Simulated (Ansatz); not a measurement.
Relaxation of a randomly generated symmetric cell of La2O3 (space group No. 194); 10 atoms in the cell, which starts as P6₃/mmc (No. 194), hP10; a = b = 4.6862 Å, c = 10.1329 Å, α = β = 90.00°, γ = 120.00°. Calculation: PBE (plane waves to 420 eV, PAW, scalar-relativistic; Ansatz, an electronic-structure program). Γ-centred k-mesh 6×6×3 on the run's cell (coarser than for final values), Fermi–Dirac smearing 0.05 eV. This is the first round of the run. 

The optimiser's lines from the output (shortened; P is positive under compression):

```
relax step   1: F+E_penalty+E_count = -28409.42623719 eV  Δ(F+E_penalty+E_count) = +0.000e0 eV  max|allowed force component| = 7.603e-1 eV/Å  Δτ_max = 0.0000 Å  P = -10.729 GPa  Ω = 192.714 Å³  (15 SCF iters, dr2 threshold 1.00e-7 eV, accepted)
relax step   2: F+E_penalty+E_count = -28410.73879734 eV  Δ(F+E_penalty+E_count) = -1.313e0 eV  max|allowed force component| = 2.043e0 eV/Å  Δτ_max = 0.0353 Å  P = -1.525 GPa  Ω = 168.112 Å³  (8 SCF iters, dr2 threshold 1.00e-6 eV, accepted)
relax step   3: F+E_penalty+E_count = -28411.58595644 eV  Δ(F+E_penalty+E_count) = -8.472e-1 eV  max|allowed force component| = 4.475e0 eV/Å  Δτ_max = 0.0799 Å  P = +6.962 GPa  Ω = 153.210 Å³  (8 SCF iters, dr2 threshold 1.00e-6 eV, accepted)
relax step   4: F+E_penalty+E_count = -28414.50941726 eV  Δ(F+E_penalty+E_count) = -2.923e0 eV  max|allowed force component| = 6.324e0 eV/Å  Δτ_max = 0.1956 Å  P = +23.407 GPa  Ω = 134.325 Å³  (7 SCF iters, dr2 threshold 1.00e-6 eV, accepted)
relax step   5: F+E_penalty+E_count = -28417.28452021 eV  Δ(F+E_penalty+E_count) = -2.775e0 eV  max|allowed force component| = 3.936e0 eV/Å  Δτ_max = 0.1941 Å  P = +30.869 GPa  Ω = 127.489 Å³  (7 SCF iters, dr2 threshold 1.00e-6 eV, accepted)
relax step   6: F+E_penalty+E_count = -28420.58245078 eV  Δ(F+E_penalty+E_count) = -3.298e0 eV  max|allowed force component| = 1.586e0 eV/Å  Δτ_max = 0.1903 Å  P = +13.388 GPa  Ω = 137.086 Å³  (7 SCF iters, dr2 threshold 1.00e-6 eV, accepted)
relax step   7: F+E_penalty+E_count = -28421.83185664 eV  Δ(F+E_penalty+E_count) = -1.249e0 eV  max|allowed force component| = 1.628e-1 eV/Å  Δτ_max = 0.1910 Å  P = +10.387 GPa  Ω = 140.784 Å³  (7 SCF iters, dr2 threshold 1.00e-6 eV, accepted)
relax step   8: F+E_penalty+E_count = -28422.28067103 eV  Δ(F+E_penalty+E_count) = -4.488e-1 eV  max|allowed force component| = 7.246e-2 eV/Å  Δτ_max = 0.0099 Å  P = -3.472 GPa  Ω = 155.098 Å³  (7 SCF iters, dr2 threshold 1.00e-6 eV, accepted)
relax step   9: F+E_penalty+E_count = -28422.87380376 eV  Δ(F+E_penalty+E_count) = -5.931e-1 eV  max|allowed force component| = 9.330e-2 eV/Å  Δτ_max = 0.0201 Å  P = -1.635 GPa  Ω = 155.224 Å³  (7 SCF iters, dr2 threshold 1.00e-6 eV, accepted)
relax step  10: F+E_penalty+E_count = -28423.19620092 eV  Δ(F+E_penalty+E_count) = -3.224e-1 eV  max|allowed force component| = 3.779e-2 eV/Å  Δτ_max = 0.0282 Å  P = +1.661 GPa  Ω = 154.291 Å³  (7 SCF iters, dr2 threshold 1.00e-6 eV, accepted)
relax step  11: F+E_penalty+E_count = -28423.25946374 eV  Δ(F+E_penalty+E_count) = -6.326e-2 eV  max|allowed force component| = 2.208e-2 eV/Å  Δτ_max = 0.0023 Å  P = +1.160 GPa  Ω = 157.040 Å³  (6 SCF iters, dr2 threshold 1.00e-6 eV, accepted)
relax step  12: F+E_penalty+E_count = -28423.26232486 eV  Δ(F+E_penalty+E_count) = -2.861e-3 eV  max|allowed force component| = 3.739e-3 eV/Å  Δτ_max = 0.0046 Å  P = -0.043 GPa  Ω = 158.384 Å³  (6 SCF iters, dr2 threshold 1.00e-6 eV, accepted)
relax step  13: F+E_penalty+E_count = -28423.26237922 eV  Δ(F+E_penalty+E_count) = -5.436e-5 eV  max|allowed force component| = 4.150e-3 eV/Å  Δτ_max = 0.0007 Å  P = +0.010 GPa  Ω = 158.359 Å³  (5 SCF iters, dr2 threshold 1.11e-8 eV, accepted)
relax step  14: F+E_penalty+E_count = -28423.37768738 eV  Δ(F+E_penalty+E_count) = -1.153e-1 eV  max|allowed force component| = 6.762e-3 eV/Å  Δτ_max = 0.0000 Å  P = +0.784 GPa  Ω = 158.359 Å³  stress off target by 2.56e0 GPa  SCF on the basis re-selected at this cell (its energy is not comparable with the rows above)  (9 SCF iters)
relax step  15: F+E_penalty+E_count = -28423.41251580 eV  Δ(F+E_penalty+E_count) = -3.483e-2 eV  max|allowed force component| = 4.801e-3 eV/Å  Δτ_max = 0.0022 Å  P = +0.449 GPa  Ω = 160.447 Å³  (6 SCF iters, dr2 threshold 1.00e-6 eV, accepted)
relax step  16: F+E_penalty+E_count = -28423.41736867 eV  Δ(F+E_penalty+E_count) = -4.853e-3 eV  max|allowed force component| = 1.971e-3 eV/Å  Δτ_max = 0.0018 Å  P = +0.046 GPa  Ω = 162.062 Å³  (6 SCF iters, dr2 threshold 1.00e-6 eV, accepted)
relax step  17: F+E_penalty+E_count = -28423.41724940 eV  Δ(F+E_penalty+E_count) = +1.193e-4 eV  max|allowed force component| = 1.632e-3 eV/Å  Δτ_max = 0.0005 Å  P = -0.008 GPa  Ω = 162.140 Å³  (5 SCF iters, dr2 threshold 7.71e-9 eV, accepted)
relax step  18: F+E_penalty+E_count = -28423.42785070 eV  Δ(F+E_penalty+E_count) = -1.060e-2 eV  max|allowed force component| = 1.458e-3 eV/Å  Δτ_max = 0.0000 Å  P = +0.110 GPa  Ω = 162.140 Å³  stress off target by 2.75e-1 GPa  SCF on the basis re-selected at this cell (its energy is not comparable with the rows above)  (8 SCF iters)
relax step  19: F+E_penalty+E_count = -28423.42769762 eV  Δ(F+E_penalty+E_count) = +1.531e-4 eV  max|allowed force component| = 1.177e-4 eV/Å  Δτ_max = 0.0005 Å  P = +0.022 GPa  Ω = 162.531 Å³  (6 SCF iters, dr2 threshold 1.89e-7 eV, accepted)
relax step  20: F+E_penalty+E_count = -28423.42757483 eV  Δ(F+E_penalty+E_count) = +1.228e-4 eV  max|allowed force component| = 1.286e-5 eV/Å  Δτ_max = 0.0001 Å  P = +0.000 GPa  Ω = 162.611 Å³  (6 SCF iters, dr2 threshold 5.03e-9 eV, accepted)
relax step  21: F+E_penalty+E_count = -28423.42834799 eV  Δ(F+E_penalty+E_count) = -7.732e-4 eV  max|allowed force component| = 1.171e-5 eV/Å  Δτ_max = 0.0000 Å  P = +0.003 GPa  Ω = 162.611 Å³  stress off target by 1.55e-2 GPa  SCF on the basis re-selected at this cell (its energy is not comparable with the rows above)  (6 SCF iters)
```

From the first to the last row the energy changes by -1.40 eV/atom and the volume by -15.6 %. The last row is marked as not comparable with the walk above it, whose basis was carried along; it does compare with step 1, since both stand on a basis selected at the nominal cutoff for their own cell.

Energy and pressure jump between steps 13 and 14 at one geometry, where the plane-wave basis was selected anew. While the cell walks, the set of plane waves is carried along, so its effective cutoff drifts with the strain; re-selecting it at 420 eV moved the energy by -0.012 eV/atom and the pressure by 0.8 GPa. Only step 1 and rows on a re-selected basis compare with each other.

Later rounds, restarted from the end of this one on a renewed k-mesh, logged 4 more steps and released under 1 meV/atom more. The final structure after all rounds: P6₃/mmc (No. 194), hP10; a = b = 3.9039 Å, c = 12.3203 Å, α = β = 90.00°, γ = 120.00°. Between re-selections the logged energies stand on a plane-wave basis carried along with the cell. No spin polarisation in the result.

The run could not lose the symmetry of its start: the end is stationary, and may be a saddle point rather than a minimum.

The relaxed structure here is a generated cell of La2O3: the first start was made by a random draw of sites in a space group, and the end was not matched to a known phase here, so it may be hypothetical. Known forms of La2O3 include space group No. 164.
